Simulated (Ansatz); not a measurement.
MoRu (rock salt, Fm-3m) at seven volumes, plane-wave PAW PBE (Ansatz code), scaled uniformly. One row is withheld.

```tsv
V (Å³/atom)	P (GPa)
15.098	24.92
15.596	15.23
16.094	7.00
16.592	0.00
17.089	-5.95
17.587	-11.00
18.085	?
```

Q: Fit the shown pressures and predict the withheld one.

A: Third-order Birch–Murnaghan: P = (3/2)B₀(x^(7/2) − x^(5/2))[1 + (3/4)(B′ − 4)(x − 1)] with x = (V₀/V)^(2/3). Least squares on the six rows gives V₀ = 16.592 Å³/atom, B₀ = 214.7 GPa, B′ = 4.38. At V = 18.085, x = 0.9442 and P = -15.33 GPa. The run itself gave -15.27 GPa.

The start of the workflow was typed in or built on a structure type; neither database checked (COD, Materials Project) lists it. Its standing as an ambient phase is unchecked. The PBE relaxation kept the symmetry of its start; whether a distortion lowers the energy is not shown. The run is not spin-polarised. Its formation energy is positive at this level, so the cell may be metastable or incomplete.

Potentials: the later of the program's two PAW sets.
